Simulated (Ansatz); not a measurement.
NaCl (rock salt, Fm-3m), the program Ansatz at the PBEsol level (PAW): ε∞ = 2.56, cell volume 43.95 Å³. Infrared-active transverse modes:

```
ω_TO (cm⁻¹)  oscillator strength S_xx (e²/amu)
-----------  ---------------------------------
166.3                                  0.08545
```

Task: Compute the static dielectric constant.

Result: Each mode adds (4.921e7/V) S/ω²: 3.46. So ε0 = 6.02.

Task: What LO frequency does the Lyddane–Sachs–Teller relation give?

Result: ω_LO = ω_TO √(ε0/ε∞) = 255 cm⁻¹.

The cell was relaxed with PBEsol under the symmetry of its start; phonons on a q-mesh show no instability.

Potentials: the earlier of the program's two PAW sets.
